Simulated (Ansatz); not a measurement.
Task: Each is relaxed and computed with plane-wave PAW PBEsol (Ansatz code). Which is the only metal?
A) WC, rock salt
B) SiC, Pnma (Si on 4c, C on 4c)
C) BeS, rock salt
D) WO3, P-42_1m (W on 4e, O on 4e, O on 8f)

Result: A, WC, rock salt. WC: metal; WO3: gap 1.17 eV; SiC: gap 2.49 eV (indirect); BeS: gap 0.94 eV (indirect). Constructed cells (a structure type filled with these elements, in neither database checked): BeS, rock salt. Typed or built starts, not in the databases checked: SiC, Pnma (Si on 4c, C on 4c). Not the usual ambient phase: WC, rock salt; SiC, Pnma (Si on 4c, C on 4c). Standing as an ambient phase not checked: WO3, P-42_1m (W on 4e, O on 4e, O on 8f). Unstable at this level: BeS, rock salt. All cells were relaxed under the symmetry of their starts (and spin orders); stability against distortions was not tested throughout. Rows with no word on spin ran without spin polarisation. Scalar-relativistic: spin–orbit coupling is off unless named, which matters more the heavier the elements.

Potentials: the later of the program's two PAW sets.
